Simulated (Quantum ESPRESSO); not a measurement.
## Calculated data, Al3SiCN3 (made-up cell)

Calculation on a made-up crystal cell, not a measurement, rerun at a higher cutoff and a denser mesh: periodic Kohn-Sham density functional theory in plane waves with PseudoDojo standard norm-conserving scalar-relativistic pseudopotentials, each functional with its own files (v0.5 for PBE, v0.4.1 for LDA and PBEsol), no spin polarisation, no spin-orbit coupling, atoms not relaxed, stress positive in tension, energies less a fixed whole-eV offset for each atom's element; levels are Kohn-Sham levels at fractions of this cell's reciprocal vectors, counted from the reference band (half the neutral cell's valence electrons, rounded up) at Gamma; error bars give the change to or from the runs named with them, not the error of the files; each bar is the largest change over components, and at least 0.002 eV, 0.002 eV per angstrom or 0.02 GPa; energies are for the whole cell, and the offsets were chosen from early runs and are not element reference energies. Program: Quantum ESPRESSO 7.5.

```yaml
- formula: Al3SiCN3
  kind: "made-up cell"
  structure:
    cell_angstrom: [[4.3492, 0.0, 0.0], [0.0, 4.3492, 0.0], [0.0, 0.0, 4.2753]]
    atoms_fractional:
      - [Si, 0.00087, 0.004, 0.00734]
      - [Al, -0.00552, 0.50563, 0.50034]
      - [Al, 0.50805, -0.00083, 0.4856]
      - [Al, 0.50292, 0.50195, 0.00285]
      - ["N", 0.25646, 0.24611, 0.26169]
      - [C, 0.24998, 0.75055, 0.7523]
      - ["N", 0.75345, 0.25368, 0.74797]
      - ["N", 0.74857, 0.75145, 0.25841]
  given:
    lattice_type: "zincblende/diamond"
    functional: pbe
    "cutoff [eV]": 1437
    "fermi_dirac_smearing [eV]": 0.025
    "scf_tolerance [eV]": 1.0e-07
    electrons_removed: 0
    k_mesh: "6 x 6 x 6, shifted by half a step"
    atom_site: [1, 2, 3, 4, 5, 6, 7, 8]
    "atom_energy_offset [eV]": [-115, -64, -64, -64, -283, -163, -283, -283]
  results:
    "free_energy_less_offsets [eV]": -3.007
    scf_iterations: 12
    "smearing_term_minus_ts [eV]": 0.0
    "pressure [GPa]": 12.01
    "stress_xx [GPa]": -11.35
    "stress_yy [GPa]": -12.23
    "stress_zz [GPa]": -12.45
    "stress_yz [GPa]": 0.699
    "stress_xz [GPa]": -1.388
    "stress_xy [GPa]": 2.531
    force_site: [1, 2, 3, 4, 5, 6, 7, 8]
    "force_x [eV/angstrom]": [1.135, 1.208, -0.9878, -0.5185, -1.985, -1.07, 0.6644, 1.553]
    "force_y [eV/angstrom]": [-0.8176, -0.2496, -0.1195, -0.09953, -0.03672, 1.792, -1.365, 0.8959]
    "force_z [eV/angstrom]": [-1.367, 0.5533, 2.473, -0.4223, -1.936, 1.263, 1.634, -2.198]
    reference_band: 16
    level_k_point: [Gamma, "(1/2,1/2,1/2)", "(0.15,0,0)", "(0,0.15,0)", "(0,0,0.15)"]
    "next_band_up [eV]": [1.131, 4.001, 1.613, 1.6, 1.64]
    "error_bar_energy [eV]": 0.002553
    "error_bar_stress [GPa]": 0.02
    "error_bar_force [eV/angstrom]": 0.002
    "error_bar_next_band_up [eV]": 0.002
    error_bars_from: "change from the looser run of this cell"
```
